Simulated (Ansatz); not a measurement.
Relaxed SnSe₂ (CdI2 type):

```
CELL_PARAMETERS angstrom
      7.65139     0.00000     0.00000
     -1.91285     3.31315     0.00000
      0.00000     0.00000     6.22880
ATOMIC_POSITIONS crystal
  Sn 0.00000 0.00000 0.00000
  Sn 0.50000 0.00000 0.00000
  Se 0.16667 0.66667 0.25298
  Se 0.66667 0.66667 0.25298
  Se 0.33333 0.33333 0.74702
  Se 0.83333 0.33333 0.74702
```

In each cell atom 1 (Sn, nearest neighbour Se at 2.713 Å; its periodic images, 3.8 Å or more away, move with it) moves by s·(0.705, 0.407, -0.581) (towards the nearest neighbour), the rest being held.

All values below come from r2SCAN+rVV10 (plane waves to 500 eV, PAW, scalar-relativistic; Ansatz, a first-principles code). k mesh 4×8×5 (Γ-centred), Fermi-Dirac smearing 0.05 eV. E stands for the smeared free energy. Left out: 2 of 11 points, with atoms too close for the PAW data. As the smearing reaches across the gap at some points, energies and forces of such displacements shift with the k mesh and the smearing. SnSe2 was relaxed with its symmetry unable to fall. The PAW data are Ansatz's earlier set. ΔE is measured from the undisplaced structure.

Successive frames, forces in eV/Å:

```
frame        ΔE (meV/cell)                 F on Sn1               F on Sn2                F on Se3                F on Se4                F on Se5                F on Se6
-----------  -------------  -----------------------  ---------------------  ----------------------  ----------------------  ----------------------  ----------------------
s = 0.000 Å              0    (0.000, 0.000, 0.000)  (0.000, 0.000, 0.000)  (0.000, 0.000, -0.002)  (0.000, 0.000, -0.002)   (0.000, 0.000, 0.002)   (0.000, 0.000, 0.002)
s = 0.162 Å            124  (-1.139, -0.658, 0.884)  (0.448, 0.259, 0.640)  (0.030, 0.017, -0.237)  (0.113, 0.065, -0.403)  (0.476, 0.275, -0.716)  (0.072, 0.042, -0.167)
s = 0.324 Å            549  (-2.755, -1.591, 2.138)  (0.898, 0.519, 1.272)  (0.032, 0.019, -0.535)  (0.034, 0.020, -0.620)  (1.601, 0.925, -1.977)  (0.189, 0.109, -0.278)
```

What are the energy and the forces in the next frame, s = 0.486 Å?

ΔE (meV/cell) = 1446.

| atom | Fx | Fy | Fz |
|---|---|---|---|
| Sn1 | -5.445 | -3.144 | 4.228 |
| Sn2 | 1.356 | 0.783 | 1.890 |
| Se3 | 0.022 | 0.013 | -0.873 |
| Se4 | -0.131 | -0.076 | -0.730 |
| Se5 | 3.857 | 2.227 | -4.168 |
| Se6 | 0.341 | 0.197 | -0.347 |

(A displaced cell: forces are minus the slopes of the energy, force constants its curvatures, and phonons follow from these.)
